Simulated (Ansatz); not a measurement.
Task: Bulk modulus by a P(V) fit from LDA minus that from r²SCAN (% of the latter), each on its own relaxed cell (Ansatz, an electronic-structure program, plane waves, PAW; no spin–orbit coupling, no Hubbard U), over 25 phases of the class «carbides, borides and silicides»: what sign and size do you expect?

Result: Mean 5 %, median 5 %, mean absolute 5 %; eight in ten lie between 3 and 8 %, and 100 % are above zero.

Some cases that may be named, with their rank among the 25 from the lowest: SiGe, wurtzite 1 % (rank 1); AlBW, Cmcm (Al on 4c, B on 4c, W on 4c) 1 % (rank 2); Nb5Si3, I4/mcm (Si on 4a, Nb on 16l, Nb on 4c, Si on 8h) 5 % (rank 13); HfSi, Pnma (Si on 4c, Hf on 4c) 5 % (rank 14); HfB, rock salt 9 % (rank 24); YC2, MoSi2 or CaC2 type 12 % (rank 25).

The phases are those computed here (of each formula those with measured values and the lowest at some level), not a balanced benchmark, and neither functional is the truth. Pairs that end in unlike spin orders or unlike minima (c/a over 6 % apart, 30 % for weakly bound crystals), magnets with 4f shells, solids of gases and phases set aside for tests are left out.

Standing as an ambient phase not checked: SiGe, wurtzite; AlBW, Cmcm (Al on 4c, B on 4c, W on 4c); AlBW, Cmcm (W on 4c, Al on 4c, B on 4c); Nb5Si3, I4/mcm (Si on 4a, Nb on 16l, Nb on 4c, Si on 8h); Nb5Si3, I4/mcm (Nb on 16l, Nb on 4c, Si on 8h, Si on 4a); HfSi, Pnma (Si on 4c, Hf on 4c); HfSi, Pnma (Hf on 4c, Si on 4c); HfB, rock salt; YC2, MoSi2 or CaC2 type. All cells were relaxed under the symmetry of their starts (and spin orders); stability against distortions was not tested throughout. Named crystals with no word on spin ran without spin polarisation. Spin–orbit coupling is left out wherever it is not named.

Potentials: the later of the program's two PAW sets.

Ansatz is a plane-wave DFT program.
